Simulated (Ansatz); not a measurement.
Mg2Sc (Cmcm): electronic heat capacity and spin susceptibility from the density of states

These are results of DFT r2SCAN, scalar-relativistic, plane waves, PAW (Ansatz 0.2.0), not measurements.

Cutoff 500 eV; k points 12×12×8 on the computed 6-atom cell (Γ-centred); Gaussian smearing, width 0.10 eV; no spin polarisation.

Relaxed cell: Cmcm, a = 3.284 Å, b = 16.400 Å, c = 5.171 Å, α = 90.00°, β = 90.00°, γ = 90.00°, 6 atoms in the primitive cell. Whether it is the stable form of this composition wasn't checked.

The density of states at the Fermi level is 4.950 states/eV in the cell of 6 atoms (2 formula units; both spins, tetrahedra on a 18×18×12 mesh).

**Question.** What Sommerfeld coefficient and Pauli susceptibility does this give?

**Answer.** Per formula unit N(E_F) = 2.475 states/eV. γ = (π²/3) k_B² N(E_F) N_A = 2.357 mJ/(mol K²) per state/eV, so γ = 5.8 mJ/(mol K²), a mole of formula units. χ_P = μ_B² N(E_F) N_A = 3.23×10⁻⁵ emu/mol per state/eV gives 8.0×10⁻⁵ emu/mol. This is the bare band result: a measured γ of the same phase is as a rule larger by a factor 1 + λ from phonons and spin fluctuations, the spin part of χ is larger by the Stoner factor, and a measured χ also holds orbital and core terms. N(E_F) at one energy is sensitive to the mesh where the density of states has sharp peaks.